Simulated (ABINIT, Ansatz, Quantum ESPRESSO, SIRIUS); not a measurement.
**GaB: 4 runs at one level of theory**

```
Ga B
1.0
     2.71824    0.00000    0.00000
     0.00000    2.71824    0.00000
     0.00000    0.00000    3.23621
Ga B
1 1
Direct
  0.51290 0.50437 0.48718
  0.99628 0.99025 0.99379
```

The cell comes from a database or a generator and needn't be the stable form of this composition.

Atoms were shifted at random by some hundredths of an Å from the given cell, which wasn't relaxed again for these runs.

Alike in all runs: task single point; functional PBE; k mesh 10 × 10 × 8; occupations fermi-dirac, width 0.05 eV; no spin polarisation; no spin-orbit coupling. Pressure is positive in compression and, in plane waves, holds the error of the finite cutoff, which Ansatz's Pulay term estimates and takes out.

```tsv
program and potentials	plane-wave cutoff (eV)	notes	band gap (eV)	pressure (GPa)	largest force (eV/Å)	energy over the undisturbed cell (meV/atom)
ABINIT, JTH PAW PBE v2.0	463	-	no gap	-0.17	0.053	-0.23
SIRIUS, PseudoDojo 0.4.1 PBE standard (scalar relativistic)	1102	-	no gap	0.13	0.053	-
Quantum ESPRESSO, SSSP 1.3 efficiency PBE	952	-	?	?	?	?
Ansatz, Ansatz PAW (earlier soft set)	420	Pulay term of +0.11 GPa included	no gap	0.01	0.053	-0.24
```

Task: Estimate from the other rows what the run with Quantum ESPRESSO, SSSP 1.3 efficiency PBE gave.

Result: No band gap; pressure -0.23 GPa; largest force 0.053 eV/Å; energy over the undisturbed cell -0.25 meV/atom. The other rows, which needn't bracket it: pressure -0.17 to 0.13; largest force 0.053; energy over the undisturbed cell -0.24 to -0.23.
